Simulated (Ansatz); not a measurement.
Task: LiNbO3 in space group R3c (No. 161; Li on 6a, Nb on 6a, O on 18b) is relaxed with DFT-PBEsol in the program Ansatz with PAW potentials. What lattice parameters of the conventional cell result?

Result: a = 5.134 Å, c = 13.827 Å.

Task: Give the free coordinates with the occupied sites.

Result: In one choice of origin and axes:

| atom | site | symmetry | x | y | z |
|---|---|---|---|---|---|
| Li | 6a | 3. | 0.0000 | 0.0000 | 0.2067 |
| Nb | 6a | 3. | 0.0000 | 0.0000 | 0.4891 |
| O | 18b | 1 | 0.0107 | 0.3799 | 0.2583 |

Task: Is it a metal or does it have a gap at this level?

Result: A gap of 3.51 eV, indirect.

The PBEsol relaxation kept the symmetry of its start. The run is not spin-polarised. Scalar-relativistic: spin–orbit coupling is off unless named, which matters more the heavier the elements.

Potentials: the earlier of the program's two PAW sets. The files were generated under PBE; for other functionals the program regenerates the frozen cores, and for LDA and PBEsol the local potential too.
